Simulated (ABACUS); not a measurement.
Consider a self-consistent single point of TiO2 (P-1, 6 atoms in the cell; from Materials Project mp-34688, changed as shown).

```
TiO2
1.0
    2.64870    -2.64931     0.00000
    2.67546     2.67607     0.00000
   -2.60377     0.00000     4.74244
Ti O
2 4
Direct
  0.13411   0.86589   0.25000
  0.86589   0.13411   0.75000
  0.33122   0.08876   0.66715
  0.66878   0.91124   0.33285
  0.91124   0.66878   0.83285
  0.08876   0.33122   0.16715
```

Method: LDA (PW92), PseudoDojo 0.4 standard norm-conserving LDA (tails mended) pseudopotentials (plane waves; ABACUS).

ABACUS settings:

```
key                                                                   value
---------------  ----------------------------------------------------------
KPT                                                          MP 5 5 3 0 0 0
basis_type                                                               pw
dft_functional                                                        PWLDA
ecutwfc                                                               84 Ry
smearing_method                                                    gaussian
smearing_sigma                                                0.00146997 Ry
potentials       PseudoDojo 0.4 standard norm-conserving LDA (tails mended)
symmetry                                                                  1
symmetry_prec                                                         1e-05
ks_solver                                                                cg
scf_nmax                                                                100
scf_thr                                                          1.0e-09 Ry
mixing_type                                                           pulay
mixing_beta                                                             0.4
```

Results:

- Number of valence electrons: 48
- Number of bands: 34
- Number of k-points after the program's reduction: 38
- Number of plane waves (most at a k-point): 5931
- Number of SCF iterations: 13
- FFT grid: 45 × 45 × 60
- Free energy E − TS: -5036.8336 eV
- Pressure: -4.38 GPa
- Largest force (vector length): 0.283 eV/Å

Forces (eV/Å):
```csv
atom,Fx,Fy,Fz
Ti1,-0.041,0.126,-0.250
Ti2,0.041,-0.126,0.250
O3,-0.009,-0.019,-0.182
O4,0.009,0.019,0.182
O5,0.013,-0.025,0.177
O6,-0.013,0.025,-0.177
```

Stress (GPa, positive for compression):
```
-4.12  -2.26   0.18
-2.26  -4.20  -0.28
 0.18  -0.28  -4.83
```

For comparison: a first run was changed to give this one (lattice vector a scaled by 0.99), and from it to this one the free energy goes down by 3.0 meV/atom, the pressure goes from -6.58 to -4.38 GPa and the largest force goes from 0.176 to 0.283 eV/Å.

The structure comes from a collection of computed structures, made at another level of theory; the collection holds predicted forms beside known ones. Its lattice was then scaled.

Cost on one core: very roughly 2.7 core-minutes.

“Tails mended”: in these copies of the files the far tail of each local potential was reset to the Coulomb form.
